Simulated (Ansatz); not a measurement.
NbAs in space group I4_1md (No. 109; Nb on 4a, As on 4a) under volume change, PBEsol (plane waves, PAW; program Ansatz), shape and atoms relaxed at each volume.

```tsv
V (Å³/atom)	E − E(relaxed) (meV/atom)	P (GPa)
15.600	89.4	20.16
16.114	…	…
16.628	8.9	5.69
17.142	0.0	0.00
17.657	…	…
18.171	30.4	-8.99
18.685	65.1	-12.51
```

Question: Some entries are withheld; supply them.

Answer: 
- 17.657, E − E(relaxed) (meV/atom): 8.0
- 17.657, P (GPa): -4.86
- 16.114, E − E(relaxed) (meV/atom): 37.6
- 16.114, P (GPa): 12.36

Question: What does a third-order Birch–Murnaghan fit give for V₀, B₀ and B′?

Answer: V₀ = 17.14 Å³/atom, B₀ = 175 GPa, B′ = 4.3.

The PBEsol relaxation kept the symmetry of its start. The run is not spin-polarised.

Potentials: the later of the program's two PAW sets.
